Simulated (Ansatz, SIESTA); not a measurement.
This is a calculation of CsLiCr2Te2S3 for SIESTA 5.4.2. The cell comes from a database or a generator and needn't be the stable form of this composition.

File CsLiCr2Te2S3.fdf:

```
SystemName                      CsLiCr2Te2S3
SystemLabel                     CsLiCr2Te2S3
NumberOfSpecies                 5
NumberOfAtoms                   9
%block ChemicalSpeciesLabel
  1  55 Cs
  2   3 Li
  3  24 Cr
  4  52 Te
  5  16 S
%endblock ChemicalSpeciesLabel

LatticeConstant                 1.0 Ang
%block LatticeVectors
     7.0568400000     0.0000000000     0.0000000000
     0.0000000000     3.9806000000     0.0000000000
    -2.6733300000     0.0000000000     8.6816800000
%endblock LatticeVectors
AtomicCoordinatesFormat         Fractional
%block AtomicCoordinatesAndAtomicSpecies
     0.0773900000     0.0000000000     0.3770600000  1  Cs
     0.8642400000     0.5000000000     0.7888300000  2  Li
     0.1264600000     0.0000000000     0.9461600000  3  Cr
     0.5929000000     0.5000000000     0.9716500000  3  Cr
     0.5083800000     0.0000000000     0.1527000000  4  Te
     0.5561200000     0.0000000000     0.7489300000  4  Te
     0.8742600000     0.0000000000     0.6850200000  5  S
     0.2517600000     0.5000000000     0.8440200000  5  S
     0.9629400000     0.5000000000     0.0535700000  5  S
%endblock AtomicCoordinatesAndAtomicSpecies

%block kgrid.MonkhorstPack
    4   0   0  0.0
    0   7   0  0.0
    0   0   3  0.0
%endblock kgrid.MonkhorstPack
XC.Functional                   GGA
XC.Authors                      PBE
PAO.BasisSize                   DZP
PAO.EnergyShift                 0.003 Ry
Mesh.Cutoff                     800 Ry
Spin                            polarized
%block DM.InitSpin
    1   0.000
    2   0.000
    3   3.000
    4   3.000
    5   0.000
    6   0.000
    7   0.000
    8   0.000
    9   0.000
%endblock DM.InitSpin
OccupationFunction              FD
ElectronicTemperature           0.05 eV
MaxSCFIterations                200
SCF.MustConverge                false
SCF.Mixer.Method                Pulay
SCF.Mixer.Weight                0.1
SCF.Mixer.History               10
SCF.DM.Tolerance                5.0e-05
SCF.H.Tolerance                 1.0e-03 eV
WriteForces                     true
Charge.Mulliken                 end
Charge.Hirshfeld                end
Charge.Voronoi                  end
SaveRho                         true
SaveElectrostaticPotential      true
%block PAO.PolarizationScheme
  Li non-perturbative
%endblock PAO.PolarizationScheme
%block PAO.Basis
  Cs 5
  n=5 0 2
    4.696 0.000
  n=6 0 2
    9.500 0.000
  n=5 1 2
    5.738 0.000
  n=6 1 1
    9.500
  n=5 2 1
    7.000
  Li 3
  n=1 0 2
    2.782 0.000
  n=2 0 2
    9.500 0.000
  n=2 1 1
    9.500
  Cr 5
  n=3 0 2
    2.885 0.000
  n=4 0 2
    8.703 0.000
  n=3 1 2
    3.267 0.000
  n=4 1 1
    8.703
  n=3 2 2
    6.381 0.000
  Te 4
  n=5 0 2
    5.635 0.000
  n=5 1 2
    7.297 0.000
  n=4 2 2
    3.260 0.000
  n=5 2 1
    7.297
%endblock PAO.Basis
Diag.ParallelOverK              true
```

Potentials or basis: PseudoDojo 0.4 standard (PBE files), converted to PSML, two zetas on semicore shells, DZP (energy shift 0.003 Ry; two zetas on semicore shells; d shell added on Cs).

Launch:

```sh
$ mpirun -n 4 siesta CsLiCr2Te2S3.fdf > CsLiCr2Te2S3.out 2>&1
```

Question: Set up the same calculation for Ansatz 0.2.0. Potentials or basis there: Ansatz PAW, cutoff 420 eV.

Answer: As run (cutoffs and basis follow the program's own potentials, and thresholds, step limits or extra output files can differ):

input.yaml

```yaml
crystal:
  lattice:
    - [7.05684, 0.0, 0.0]
    - [0.0, 3.9806, 0.0]
    - [-2.67333, 0.0, 8.68168]
  atoms:
    - { symbol: Cs, position: [0.07739, 0.0, 0.37706] }
    - { symbol: Li, position: [0.86424, 0.5, 0.78883] }
    - { symbol: Cr, position: [0.12646, 0.0, 0.94616], spin: 3.0 }
    - { symbol: Cr, position: [0.5929, 0.5, 0.97165], spin: 3.0 }
    - { symbol: Te, position: [0.50838, 0.0, 0.1527] }
    - { symbol: Te, position: [0.55612, 0.0, 0.74893] }
    - { symbol: S, position: [0.87426, 0.0, 0.68502] }
    - { symbol: S, position: [0.25176, 0.5, 0.84402] }
    - { symbol: S, position: [0.96294, 0.5, 0.05357] }
hamiltonian:
  xc: pbe
  pseudopotentials: { kind: paw }
magnetization:
  spin_polarized: true
kpoints:
  mp_grid: { grid: [4, 7, 3] }
scf:
  occupations: { method: fermi_dirac, width: 0.05 }
output:
  forces: true
  stress: true
  eigenvalues: true
  write_density: true
  write_potential: true
  elf: true
  volumetric_format: npy
```

Potentials or basis: Ansatz PAW.

The run is started by

```bash
$ ansatz run input.yaml --threads 8 --pin off --max-ram 20480MiB --backend cpu --events-out ev --progress --plain --runs-dir out
```

Both were run:

|  | SIESTA | Ansatz |
| --- | --- | --- |
| Pressure | 0.8 GPa | 0.0 GPa |
| Net moment | 6.00 μB per cell | 6.00 μB per cell |

Ansatz's pressure holds a Pulay term of +0.02 GPa for its cutoff of 420 eV, which the other run lacks.

Where Ansatz's input types no cutoff or centring, it takes its own default and a Γ-centred mesh.

The magnetic state is the one that the start led to; the real crystal's order can differ.

Pressure is positive in compression.
